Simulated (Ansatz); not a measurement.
In:
```cif
data_In
_chemical_formula_sum 'In1'
_space_group_name_H-M_alt 'P 1'
_space_group_IT_number 1
_cell_length_a 3.29038
_cell_length_b 3.29038
_cell_length_c 3.29038
_cell_angle_alpha 118.040
_cell_angle_beta 118.040
_cell_angle_gamma 93.429
loop_
_space_group_symop_operation_xyz
  'x, y, z'
loop_
_atom_site_label
_atom_site_type_symbol
_atom_site_fract_x
_atom_site_fract_y
_atom_site_fract_z
_atom_site_occupancy
In1 In 0.00000 0.00000 0.00000 1
```

Relaxed with r²SCAN+D4.

**Question.** Which orbitals make up the states near the Fermi level in r²SCAN+D4 in the plane-wave PAW code Ansatz?

**Answer.** Within 0.5 eV of the Fermi level: In 5p 66 %, In 5s 32 %. Projections are on Löwdin-orthogonalised atomic valence shells; empty p or d shells of many metals are not among them.

**Question.** Tabulate the density of states.

**Answer.** States/eV per cell of 1 atom, in 0.25 eV bins, energy from the Fermi level.

| E (eV) | total | In 5p | In 5s | In 4d |
|---|---|---|---|---|
| -7.85 | 0.21 | 0.12 | 0.09 | 0.00 |
| -7.60 | 0.22 | 0.12 | 0.10 | 0.00 |
| -7.35 | 0.23 | 0.13 | 0.10 | 0.00 |
| -7.10 | 0.24 | 0.14 | 0.10 | 0.00 |
| -6.85 | 0.25 | 0.14 | 0.11 | 0.00 |
| -6.60 | 0.26 | 0.15 | 0.11 | 0.00 |
| -6.35 | 0.27 | 0.15 | 0.12 | 0.00 |
| -6.10 | 0.28 | 0.16 | 0.12 | 0.00 |
| -5.85 | 0.29 | 0.16 | 0.13 | 0.00 |
| -5.60 | 0.30 | 0.16 | 0.14 | 0.00 |
| -5.35 | 0.31 | 0.16 | 0.15 | 0.00 |
| -5.10 | 0.33 | 0.17 | 0.16 | 0.00 |
| -4.85 | 0.34 | 0.17 | 0.17 | 0.00 |
| -4.60 | 0.38 | 0.17 | 0.21 | 0.00 |
| -4.35 | 0.38 | 0.16 | 0.21 | 0.00 |
| -4.10 | 0.36 | 0.15 | 0.20 | 0.00 |
| -3.85 | 0.34 | 0.14 | 0.19 | 0.00 |
| -3.60 | 0.32 | 0.14 | 0.17 | 0.00 |
| -3.35 | 0.34 | 0.17 | 0.17 | 0.00 |
| -3.10 | 0.35 | 0.19 | 0.16 | 0.00 |
| -2.85 | 0.37 | 0.20 | 0.16 | 0.00 |
| -2.60 | 0.37 | 0.20 | 0.16 | 0.00 |
| -2.35 | 0.37 | 0.21 | 0.16 | 0.00 |
| -2.10 | 0.36 | 0.21 | 0.14 | 0.00 |
| -1.85 | 0.35 | 0.23 | 0.11 | 0.00 |
| -1.60 | 0.36 | 0.25 | 0.10 | 0.00 |
| -1.35 | 0.41 | 0.31 | 0.10 | 0.00 |
| -1.10 | 0.47 | 0.34 | 0.12 | 0.00 |
| -0.85 | 0.48 | 0.33 | 0.13 | 0.00 |
| -0.60 | 0.45 | 0.31 | 0.13 | 0.00 |
| -0.35 | 0.41 | 0.26 | 0.13 | 0.00 |
| -0.10 | 0.41 | 0.26 | 0.14 | 0.00 |
| 0.15 | 0.43 | 0.29 | 0.14 | 0.00 |
| 0.40 | 0.44 | 0.30 | 0.13 | 0.00 |
| 0.65 | 0.47 | 0.32 | 0.14 | 0.00 |
| 0.90 | 0.47 | 0.32 | 0.13 | 0.00 |
| 1.15 | 0.47 | 0.32 | 0.13 | 0.00 |
| 1.40 | 0.47 | 0.33 | 0.12 | 0.00 |
| 1.65 | 0.47 | 0.33 | 0.12 | 0.00 |
| 1.90 | 0.48 | 0.35 | 0.11 | 0.00 |
| 2.15 | 0.50 | 0.36 | 0.11 | 0.00 |
| 2.40 | 0.51 | 0.38 | 0.11 | 0.00 |
| 2.65 | 0.52 | 0.39 | 0.10 | 0.00 |
| 2.90 | 0.54 | 0.41 | 0.10 | 0.00 |
| 3.15 | 0.55 | 0.42 | 0.09 | 0.00 |
| 3.40 | 0.57 | 0.44 | 0.09 | 0.00 |
| 3.65 | 0.60 | 0.47 | 0.08 | 0.00 |
| 3.90 | 0.61 | 0.48 | 0.08 | 0.00 |
| 4.15 | 0.62 | 0.49 | 0.07 | 0.00 |
| 4.40 | 0.63 | 0.50 | 0.07 | 0.00 |
| 4.65 | 0.66 | 0.54 | 0.07 | 0.00 |

Space group I4/mmm (body-centred tetragonal). Its axis ratio c/a = 1.33 departs by over 6 % from that of the usual cell of this phase: another minimum, or an error of the functional. The cell was relaxed with r²SCAN+D4 under the symmetry of its start; its stability against distortions is not shown here. The pairwise dispersion correction was not fitted to metals. Spin–orbit coupling is left out wherever it is not named.

Potentials: the later of the program's two PAW sets.
